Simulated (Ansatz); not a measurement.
LaB6 in space group Pm-3m (No. 221; La on 1a, B on 6f) at seven volumes, r²SCAN in the plane-wave PAW code Ansatz, shape and atoms relaxed at each. One row is withheld.

```
V (Å³/atom)  P (GPa)
-----------  -------
9.306          20.16
9.613          12.46
9.920              ?
10.226          0.00
10.533         -5.03
10.840         -9.39
11.147        -13.18
```

Problem. Fit the shown pressures and predict the withheld one.

Solution. P = (3/2)B₀(x^(7/2) − x^(5/2))[1 + (3/4)(B′ − 4)(x − 1)] with x = (V₀/V)^(2/3). Least squares on the six rows gives V₀ = 10.226 Å³/atom, B₀ = 180 GPa, B′ = 3.72. At V = 9.920, x = 1.0205 and P = 5.79 GPa. The run itself gave 5.79 GPa.

The cell was relaxed with r²SCAN under the symmetry of its start; of distortions, only those at the zone centre were tested. Spin–orbit coupling is left out wherever it is not named.

Potentials: the earlier of the program's two PAW sets.
